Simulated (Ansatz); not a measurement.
**WSe₂ (P6_3/mmc), work and stress of cleavage**

All numbers below come from DFT PBEsol, scalar-relativistic, plane waves, PAW in Ansatz. Settings: plane waves to 420 eV, k-mesh 9×9×2 (Γ-centred), Gaussian smearing 0.05 eV. Spin–orbit coupling is left out, which can shift energies with elements as heavy as these. No spin polarisation. Energies are free energies at this smearing, counted from the undisturbed cell; pressure is positive in compression.

Reference structure (relaxed at this level):

```xyz
6
Lattice="-3.2712 0.0000 0.0000 -1.6356 -2.8329 0.0000 0.0000 0.0000 13.2207" Properties=species:S:1:pos:R:3 pbc="T T T"
W    -1.6356   -0.9443    9.9155
W    -3.2712   -1.8886    3.3052
Se   -1.6356   -0.9443    1.6312
Se   -3.2712   -1.8886    8.2416
Se   -1.6356   -0.9443    4.9791
Se   -3.2712   -1.8886   11.5894
```

The cell holds layers and no dispersion correction was added, so their binding is poorly described.

The cut lies on the cell's a–b face, a (0 0 1) plane (indices in the standard cell, whose axes needn't be the Cartesian ones shown) of area 9.27 Å², between layers 3.26 Å apart. Vector c is lengthened by d along the normal with the atoms' Cartesian places fixed: one unrelaxed cut a cell. The traction is positive where the two halves pull on each other.

```
d (Å) energy (J/m²) traction (GPa)
-0.30         0.0283          -2.289
-0.15         0.0058          -0.839
 0.00         0.0000          -0.012
 0.25         0.0084           0.559
 0.50         0.0238           0.625
 0.75         0.0382           0.511
 1.00         0.0491           0.364
 1.50         0.0615           0.153
 2.00         0.0666           0.063
 3.00         0.0700           0.016
 4.50         0.0711           0.002
 6.00         0.0712           0.000
```

Task: What are the work of separation and the cleavage stress, and do they fit the universal binding curve?

Result: The energy levels off near W ≈ 0.0712 J/m² (the traction is down to 0.000 GPa), the energy of the two unrelaxed faces, 0.0356 J/m² each on average. The largest sampled traction is 0.625 GPa at d = 0.50 Å, and a parabola through it and its two neighbours peaks at σ_max ≈ 0.626 GPa, d ≈ 0.47 Å. The curve E = W[1 − (1 + d/ℓ)exp(−d/ℓ)] peaks in traction at d = ℓ with σ_max = W/(eℓ); with 1 J/m² per Å = 10 GPa this W and σ_max give ℓ = 0.42 Å. A parabola through that curve at the same three d peaks at 0.46 Å, against 0.47 Å here, a fair fit. Real crystals break at far lower stress, because cracks concentrate it.

The crystal is built of layers, and the cut parts neighbours that are weakly bound and not described well without a dispersion correction.

The cut is rigid; relaxing the faces lowers these energies and usually the stresses.

Cost: 12 runs of about 2.4 core-minutes in all, on AMD EPYC 7R43 (Zen 3) (shared hosts).